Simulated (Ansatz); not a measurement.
PbS in space group P-6m2 (No. 187; Pb on 1a, S on 1f) under volume change, the program Ansatz at the r²SCAN level (PAW), shape and atoms relaxed at each volume.

```csv
V (Å³/atom),E − E(relaxed) (meV/atom),P (GPa)
24.473,37.7,5.43
25.280,16.2,3.21
26.087,4.1,1.62
26.894,0.0,0.00
27.701,3.8,-1.45
28.507,14.4,-2.73
29.314,30.9,-3.81
```

### Question
What does a third-order Birch–Murnaghan fit give for V₀, B₀ and B′?

### Answer
V₀ = 26.87 Å³/atom, B₀ = 50.1 GPa, B′ = 3.0.

The cell is a constructed one: a structure type filled with these elements; the Crystallography Open Database copy checked does not list it. It is not the phase usual at ambient conditions (space group No. 225). The cell was relaxed with r²SCAN under the symmetry of its start; its stability against distortions is not shown here. Scalar-relativistic: spin–orbit coupling is off unless named, which matters more the heavier the elements.

Potentials: the later of the program's two PAW sets.
